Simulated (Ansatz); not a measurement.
PbS:
```yaml
crystal:
  lattice:
    - [0.00000, 2.97581, 2.97581]
    - [2.97581, 0.00000, 2.97581]
    - [2.97581, 2.97581, 0.00000]
  atoms:
    - { symbol: Pb, position: [0.50000, 0.50000, 0.50000] }
    - { symbol: S, position: [0.00000, 0.00000, 0.00000] }
```

Relaxed with r²SCAN+D4.

Task: Give the Bader charges and basin volumes of the independent atoms, DFT-r²SCAN+D4 in the program Ansatz with PAW potentials.

Result: 

```
atom  Bader charge (e)  Bader volume (Å³)
----  ----------------  -----------------
Pb1              +1.06               24.4
S2               -1.06               28.3
```

Space group Fm-3m (rock salt). The cell was relaxed with r²SCAN+D4 under the symmetry of its start. Scalar-relativistic: spin–orbit coupling is off unless named, which matters more the heavier the elements.

Potentials: the earlier of the program's two PAW sets.
